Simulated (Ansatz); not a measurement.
ZnCu (Pm-3m): electronic heat capacity and spin susceptibility from the density of states

The calculation used DFT r2SCAN, scalar-relativistic, plane waves, PAW in Ansatz.

Plane waves to 500 eV, a k mesh through Γ of 14×14×14 on the computed 2-atom cell and Gaussian smearing (0.10 eV); no spin polarisation.

Relaxed cell: Pm-3m, a = 2.919 Å, b = 2.919 Å, c = 2.919 Å, α = 90.00°, β = 90.00°, γ = 90.00°, 2 atoms in the primitive cell. Whether it is the stable form of this composition wasn't checked.

The density of states at the Fermi level is 0.473 states/eV in the cell of 2 atoms (1 formula unit; both spins, tetrahedra on a 21×21×21 mesh).

Task: What Sommerfeld coefficient and Pauli susceptibility does this give?

Result: Per formula unit N(E_F) = 0.473 states/eV. γ = (π²/3) k_B² N(E_F) N_A = 2.357 mJ/(mol K²) per state/eV, so γ = 1.1 mJ/(mol K²), a mole of formula units. χ_P = μ_B² N(E_F) N_A = 3.23×10⁻⁵ emu/mol per state/eV gives 1.5×10⁻⁵ emu/mol. This is the bare band result: a measured γ of the same phase is as a rule larger by a factor 1 + λ from phonons and spin fluctuations, the spin part of χ is larger by the Stoner factor, and a measured χ also holds orbital and core terms. N(E_F) at one energy is sensitive to the mesh where the density of states has sharp peaks.

Cost: 1 run of about 0.53 core-minutes, on Arm Neoverse V2 (shared hosts).